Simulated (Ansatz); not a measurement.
A geometry of SnO away from equilibrium: step 4 of the relaxation of a generated cell, SnO placed in the beta-GaS structure type. All values below come from r2SCAN (plane waves to 500 eV, PAW, scalar-relativistic; Ansatz, a first-principles code). Γ-centred k-mesh 7×7×2 on the run's cell (coarser than for final values), Fermi–Dirac smearing 0.05 eV. The plane waves were selected for a different cell earlier on the path.

```
SnO
1.0
    3.70876     0.00000     0.00000
   -1.85438     3.21188     0.00000
    0.00000     0.00000    17.54965
Sn O
4 4
Direct
  0.33333   0.66667   0.15215
  0.66667   0.33333   0.65215
  0.66667   0.33333   0.84785
  0.33333   0.66667   0.34785
  0.33333   0.66667   0.61149
  0.66667   0.33333   0.11149
  0.66667   0.33333   0.38851
  0.33333   0.66667   0.88851
```

Task: What forces act on the atoms (eV/Å)?

Result: 
| atom | Fx | Fy | Fz |
|---|---|---|---|
| Sn1 | 0.00 | 0.00 | -0.72 |
| Sn2 | 0.00 | 0.00 | -0.72 |
| Sn3 | 0.00 | 0.00 | 0.72 |
| Sn4 | 0.00 | 0.00 | 0.72 |
| O5 | 0.00 | 0.00 | 0.20 |
| O6 | 0.00 | 0.00 | 0.20 |
| O7 | 0.00 | 0.00 | -0.20 |
| O8 | 0.00 | 0.00 | -0.20 |

The path ends in P6₃/mmc (No. 194). No spin polarisation in the result.

The run could not lose the symmetry of its start: the end is stationary, and may be a saddle point rather than a minimum.

The end of the path is a generated cell of SnO: the first start was made by placing the elements on the sites of a structure type, and the end was not matched to a known phase here, so it may be hypothetical. Known forms of SnO include space group No. 129.
